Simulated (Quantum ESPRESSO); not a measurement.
## Kohn-Sham bands of InSe (C2/m)

```
CELL_PARAMETERS angstrom
      0.00000     4.10930     0.00000
     -1.72323     0.00000     4.77135
      5.82639    -2.05465     0.00000
ATOMIC_POSITIONS crystal
  In 0.11180 0.95316 0.22360
  In 0.88820 0.04684 0.77640
  Se 0.33907 0.33104 0.67814
  Se 0.66093 0.66896 0.32186
```

Materials Project entry mp-21405; symmetrised, unrelaxed at this level. Not found in the COD (Crystallography Open Database) copy used, which has the formula in other groups; not checked further. Computed values, not measurements, from PBEsol: Quantum ESPRESSO (norm-conserving PseudoDojo potentials, cutoff 69 Ry, no spin polarisation, no spin-orbit coupling) on a Γ-centred 4×6×4 mesh, then Wannier90. Density: 8×6×8 mesh, cold smearing 0.01 Ry. The cell is built of weakly bound layers, chains or molecules, whose nearest atoms lie 3.55 Å apart. Database cells relaxed without dispersion often hold them too far apart, which can enlarge gaps and weakens couplings between them; spacing and stacking were not compared with the measured crystal. Spin-orbit coupling is left out although heavy elements are present.

The lattice is scaled uniformly by ε, fractional positions fixed (axis ratios and free coordinates are held, so this isn't the response to pressure); Kohn-Sham values from pw.x, the row at -1.5 % withheld:

```json
[
 {"ε (%)": "-3.0", "gap (eV)": "1.226", "width of the top valence group (eV)": "6.694", "direct gap at Γ (eV)": "4.054"},
 {"ε (%)": "-1.5", "gap (eV)": "?", "width of the top valence group (eV)": "?", "direct gap at Γ (eV)": "?"},
 {"ε (%)": "0.0", "gap (eV)": "1.104", "width of the top valence group (eV)": "6.196", "direct gap at Γ (eV)": "3.787"},
 {"ε (%)": "1.5", "gap (eV)": "1.033", "width of the top valence group (eV)": "5.981", "direct gap at Γ (eV)": "3.558"},
 {"ε (%)": "3.0", "gap (eV)": "0.952", "width of the top valence group (eV)": "5.790", "direct gap at Γ (eV)": "3.325"}
]
```

Problem. Fit y = y₀ + bε + cε² to the rows at -3.0, 0 and 3.0 %, check it on the fourth row, and predict the withheld one.

Solution. 
- gap (eV): b = (0.952 − 1.226)/6 = -0.0457, c = (0.952 + 1.226 − 2×1.104)/18 = -0.00167. Check at 1.5 %: 1.032 for 1.033. Prediction 1.169; the run gives 1.167.
- width of the top valence group (eV): b = (5.790 − 6.694)/6 = -0.1507, c = (5.790 + 6.694 − 2×6.196)/18 = 0.00511. Check at 1.5 %: 5.981 for 5.981. Prediction 6.434; the run gives 6.436.
- direct gap at Γ (eV): b = (3.325 − 4.054)/6 = -0.1215, c = (3.325 + 4.054 − 2×3.787)/18 = -0.01083. Check at 1.5 %: 3.580 for 3.558. Prediction 3.945; the run gives 3.968. The check misses, so a parabola doesn't hold here.
